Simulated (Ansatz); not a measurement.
YN:
```xyz
2
Lattice="0.0000 2.4479 2.4479 2.4479 0.0000 2.4479 2.4479 2.4479 0.0000" Properties=species:S:1:pos:R:3 pbc="T T T"
N      0.0000     0.0000     0.0000
Y      2.4479     2.4479     2.4479
```

Relaxed with r²SCAN.

Q: Give the Bader charges and basin volumes of the independent atoms, DFT-r²SCAN in the program Ansatz with PAW potentials.

A: 

| atom | Bader charge (e) | Bader volume (Å³) |
|---|---|---|
| N1 | -1.97 | 16.4 |
| Y2 | +1.97 | 13.0 |

Space group Fm-3m (rock salt). The cell was relaxed with r²SCAN under the symmetry of its start. No spin polarisation was allowed.

Potentials: the later of the program's two PAW sets.
